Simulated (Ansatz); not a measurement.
A geometry of Li away from equilibrium: the start of the relaxation of a relaxed Li cell, doubled along one cell vector, shaken by Gaussian noise of σ = 0.08 Å a coordinate. All values below come from r2SCAN (plane waves to 500 eV, PAW, scalar-relativistic; Ansatz, an electronic-structure program). Γ-centred k-mesh 6×12×4 on the run's cell (coarser than for final values), Fermi–Dirac smearing 0.05 eV.

```xyz
8
Lattice="6.2064 0.0000 0.0000 -1.5516 2.6875 0.0000 0.0000 0.0000 10.0656" Properties=species:S:1:pos:R:3 pbc="T T T"
Li     0.0530    -0.1053     0.0121
Li     3.1609     0.0105     0.0147
Li     0.0381    -0.0015     5.0429
Li     3.2249    -0.1285     4.9928
Li     0.0085     1.8920     2.5341
Li     3.1971     1.7903     2.6148
Li     1.5431     0.9751     7.4643
Li     4.5655     0.9056     7.5238
```

Problem. Which atoms carry the largest force, and which way does it point?

Solution. 0.17 eV/Å, on Li7 (atoms numbered as listed); on Li7 its components are (-0.07, -0.09, 0.13).

Problem. What is the pressure?

Solution. 0.0 GPa, compression positive.

Problem. How much energy per atom can still be gained by relaxing?

Solution. under 0.01 eV/atom; the path ends in P6₃/mmc (No. 194) (AFLOW prototype A_hP4_194_ac (A3', as in La)).

No spin polarisation in the result.

The end of the path is a generated cell of Li: the first start was made by placing the elements on the sites of a structure type, and the end was not matched to a known phase here, so it may be hypothetical. Known forms of Li include space group No. 229.
